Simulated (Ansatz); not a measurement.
The cell is COD entry 1534488, as deposited and not checked against the literature; nothing was relaxed. The listed cell was then made from it by scaling, straining or moving an atom.

Sn: DFT, PBE, all-electron LAPW, scalar-relativistic (Ansatz 0.2.0). What sets it apart from a plain run of this crystal: volume scaled by 0.98.

```yaml
crystal:
  lattice:
    - [-2.8962799473, 2.8962799473, 1.579974175]
    - [2.8962799473, -2.8962799473, 1.579974175]
    - [2.8962799473, 2.8962799473, -1.579974175]
  atoms:
    - { symbol: Sn, position: [0.0, 0.0, 0.0] }
    - { symbol: Sn, position: [0.75, 0.25, 0.5] }
kpoints:
  mp_grid: { grid: [15, 15, 10] }
scf:
  occupations: { method: fermi_dirac, width: 0.05 }
hamiltonian:
  xc: pbe
  pseudopotentials: { kind: all_electron, lapw: { basis_error: 0.00025 } }
output:
  forces: true
  stress: true
  eigenvalues: true
```

Output (standing set-up lines are left out):

```
LAPW: plane waves up to 8.107 Å⁻¹, error target 2.5e-4 eV per atom; small_component_spin mean_spin; Sn in spheres of 1.501 Å, 22 of its electrons in bands, Dirac shells []
Crystal: 2 atoms, lattice volume = 53.014 Å³
Basis set: ecut = 250.38820957850493 eV, 485 PW (Γ), FFT grids on a1+a2, a2, a3, exchange–correlation at level 2
iter 1 solved again at ethr=8.19e-5 eV; its pass at ethr=1.00e-1 eV (dr2=3.60e-2 eV) is discarded
SCF iter   1: F=—  HF=-336178.763151 eV  |F-HF|=—  |Δ(HF+E_count)|=         —  Δρ=1.00e-2  dr2=3.62e-2  ethr=8.19e-5  ⟨swp⟩=3.0  Hψ=112746  notcnv=0
preconditioner: auto → Kerker (q_TF=auto, 2.645 Å⁻¹)  [metal: Δε(μ)=0.014 eV  Ē_g=20.936 eV  σ=0.050 eV  W_gap=0.07  n_scr=16 (ndim 8)  ℏωp=27.0 eV  f_vac=0.000  D(μ)=0.98/eV (n_scr^D=4)]
SCF iter   2: F=—  HF=-336178.742508 eV  |F-HF|=—  |Δ(HF+E_count)|=   2.06e-2  Δρ=6.72e-3  dr2=1.90e-2  ethr=8.19e-5  ⟨swp⟩=2.0  Hψ=49098  notcnv=0
SCF iter   3: F=—  HF=-336178.744409 eV  |F-HF|=—  |Δ(HF+E_count)|=   1.90e-3  Δρ=3.67e-3  dr2=6.35e-3  ethr=4.31e-5  ⟨swp⟩=2.0  Hψ=47626  notcnv=0
SCF iter   4: F=—  HF=-336178.745734 eV  |F-HF|=—  |Δ(HF+E_count)|=         —  Δρ=1.27e-3  dr2=9.87e-4  ethr=1.44e-5  ⟨swp⟩=2.0  Hψ=47581  notcnv=0
the basis was enlarged: its passes take 94.8 KiB over the memory plan, 1 of 1 planned eigensolver slots
iter 5 solved again at ethr=1.01e-7 eV; its pass at ethr=2.24e-6 eV (dr2=4.42e-5 eV) is discarded
SCF iter   5: F=—  HF=-336178.745870 eV  |F-HF|=—  |Δ(HF+E_count)|=   1.35e-4  Δρ=2.36e-4  dr2=4.44e-5  ethr=1.01e-7  ⟨swp⟩=2.0  Hψ=81169  notcnv=0
SCF iter   6: F=—  HF=-336178.745877 eV  |F-HF|=—  |Δ(HF+E_count)|=   6.78e-6  Δρ=1.00e-4  dr2=8.10e-6  ethr=1.01e-7  ⟨swp⟩=2.0  Hψ=47562  notcnv=0
SCF iter   7: F=—  HF=-336178.745880 eV  |F-HF|=—  |Δ(HF+E_count)|=   3.13e-6  Δρ=2.35e-5  dr2=3.97e-7  ethr=1.84e-8  ⟨swp⟩=3.0  Hψ=49726  notcnv=0
SCF iter   8: F=-336178.745880 eV  HF=-336178.745880 eV  |F-HF|=6.81e-9  |Δ(HF+E_count)|=   5.29e-8  Δρ=6.30e-6  dr2=1.51e-8  ethr=9.03e-10  ⟨swp⟩=2.0  Hψ=47562  notcnv=0
SCF 1 converged in 8 iterations: F = -336178.745880 eV  dr2 = 1.51e-8
SCF converged after 8 iterations
Free energy (F): -336178.745880 eV
Harris-Foulkes:  -336178.745880 eV  (|F-HF|=6.81e-9)
Internal energy: -336178.737797 eV  (E = F + TS)
E sigma→0 (E₀):  -336178.741838 eV
Entropy (-TS):   -0.008083 eV (-4.042 meV/atom)
Fermi energy:    14.128055 eV
--- Per-component energies (eV) ---
  E_band       = -1384.605132
  E_kinetic    = 353569.991058
  E_xc         = -8996.185043
  E_electrostatic = -680752.543812  (all electrons and nuclei)
  E_smearing   = -0.008083  (= −TS)
  E_closure    = 0.000000  (closes the sum)
  E_atoms      = -336171.220692  (free atoms, spherical and without spin; not in F)
  Σ components = -336178.745880   (vs F -336178.745880, Δ=0.00e0)
  Basis errors (estimates in eV, not in F): energy 8.2e-5 per atom: plane waves 7.5e-5 (4.1e-5 summed), levels above the bands 7.7e-60, relativity 1.3e-9, radial functions 7.4e-6, core shells 4.7e-9; eigenvalues (radial functions only) 6.0e-7; not estimated: angular momenta, meshes, grids; target (lapw.basis_error) 2.5e-4; muffin-tin radii Sn 1.501 Å
--- Forces (eV/Å), atoms counted from 1 ---
  atom   1  Sn     0.00167494    -0.00167494     0.00000000
  atom   2  Sn    -0.00167494     0.00167494     0.00000000
  max |Σ_I F_I| component: 0.00e0 eV/Å
--- Stress (GPa, compression-positive) ---
        4.331683      -0.115681       0.051200
       -0.115681       4.331683       0.051200
        0.051200       0.051200       3.131440
  P = ⅓ Tr σ = 3.9316 GPa (39.316 kbar)
--- Band table (eV; the first three rows and the last of 608) ---
  k-point 0: bands = ["-115.2959", "-115.2949", "-71.0884", "-71.0881", "-71.0793", "-71.0784", "-71.0709", "-71.0700", "-7.5839", "-7.4883", "-7.4506", "-7.4309", "-7.2731", "-7.2723", "-7.2615", "-7.2607", "-7.1692", "-7.0525", "2.8066", "10.5717", "12.0805", "12.0806", "17.0576", "20.4779", "20.4783", "21.1064", "21.2083"]
  k-point 1: bands = ["-115.2958", "-115.2949", "-71.0884", "-71.0881", "-71.0791", "-71.0781", "-71.0711", "-71.0702", "-7.5750", "-7.4900", "-7.4433", "-7.4364", "-7.2774", "-7.2673", "-7.2582", "-7.2581", "-7.1745", "-7.0616", "2.8987", "9.7729", "12.1907", "12.6984", "17.4886", "19.6542", "19.9677", "21.0698", "21.1961"]
  k-point 2: bands = ["-115.2958", "-115.2950", "-71.0885", "-71.0882", "-71.0785", "-71.0775", "-71.0717", "-71.0707", "-7.5492", "-7.4939", "-7.4509", "-7.4212", "-7.2912", "-7.2554", "-7.2529", "-7.2485", "-7.1896", "-7.0865", "3.1751", "8.4964", "12.5185", "13.5056", "18.3459", "18.7071", "18.9042", "20.7645", "20.9345"]
  k-point 607: bands = ["-115.2954", "-115.2954", "-71.0883", "-71.0883", "-71.0795", "-71.0795", "-71.0698", "-71.0698", "-7.5032", "-7.5032", "-7.3028", "-7.3028", "-7.2877", "-7.2877", "-7.2665", "-7.2665", "-7.2554", "-7.2554", "6.4831", "6.4831", "9.2240", "9.2240", "19.2180", "19.2180", "23.6797", "23.6797", "26.6637"]
```
